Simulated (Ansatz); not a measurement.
Data:

BN:
```
BN
1.0
    1.24923     0.72125     3.29206
   -1.24923     0.72125     3.29206
    0.00000    -1.44249     3.29206
B N
1 1
Direct
  0.99967   0.99967   0.99967
  0.33276   0.33276   0.33276
```

This is the r²SCAN+D4-relaxed structure. x, y and z are the axes in which the lattice vectors are written.

Question: All from r²SCAN+D4 in the plane-wave PAW code Ansatz, unless another level is named. Estimate the hole effective mass.

Answer: 0.63, 0.63, 22 mₑ (principal values).

Question: Give the electron effective mass.

Answer: 0.22, 0.90, 2.4 mₑ (principal values).

Question: And the weight of the valence-edge state by species (Voronoi cells)?

Answer: N 89 %, B 11 %.

Question: Give the valence-band maximum.

Answer: off the standard path, at k = (-0.008, 0.299, -0.320).

Space group R3m. The workflow started from a Materials Project entry (that database holds measured and hypothetical structures alike); the Crystallography Open Database copy checked does not list it. It is not the phase usual at ambient conditions (space group No. 186, 194, 216). The cell was relaxed with r²SCAN+D4 under the symmetry of its start; whether a distortion lowers the energy is not shown.

Potentials: the later of the program's two PAW sets.

Edges and masses are those of Kohn–Sham bands, whose gap is no quasiparticle gap.
